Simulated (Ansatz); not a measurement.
A distorted cell of Si (diamond):

```yaml
crystal:
  lattice:
    - [0.00000, 2.71682, 2.71682]
    - [2.71682, 0.00000, 2.71682]
    - [2.71682, 2.71682, 0.00000]
  atoms:
    - { symbol: Si, position: [0.96381, 0.89142, 0.03619] }
    - { symbol: Si, position: [0.25000, 0.25000, 0.25000] }
```

These are PBEsol (plane waves to 420 eV, PAW, scalar-relativistic; Ansatz, a first-principles code) values and carry that method's errors. k mesh 9×9×9 (Γ-centred), Fermi-Dirac smearing 0.05 eV. Energies are smeared free energies. Stress and pressure are positive under compression. As the smearing reaches across the gap at some points, energies and forces of such displacements shift with the k mesh and the smearing. Si was relaxed with its symmetry unable to fall.

**Question.** What forces act on the atoms (eV/Å, Cartesian)?

**Answer.** 
| atom | Fx | Fy | Fz |
|---|---|---|---|
| Si1 | 2.767 | -2.852 | 4.473 |
| Si2 | -2.767 | 2.852 | -4.473 |

**Question.** Give the stress tensor in GPa and the pressure.

**Answer.** 
```
    7.9    -18.4      6.7
  -18.4     11.6     -9.9
    6.7     -9.9      0.7
```
The pressure, a third of the trace, is 6.7 GPa.

**Question.** In it atom 1 sits (-0.197, 0.000, -0.393) Å away from its relaxed site. What is its energy relative to the relaxed cell?

**Answer.** 1197 meV/cell.

(A displaced cell: forces are minus the slopes of the energy, force constants its curvatures, and phonons follow from these.)
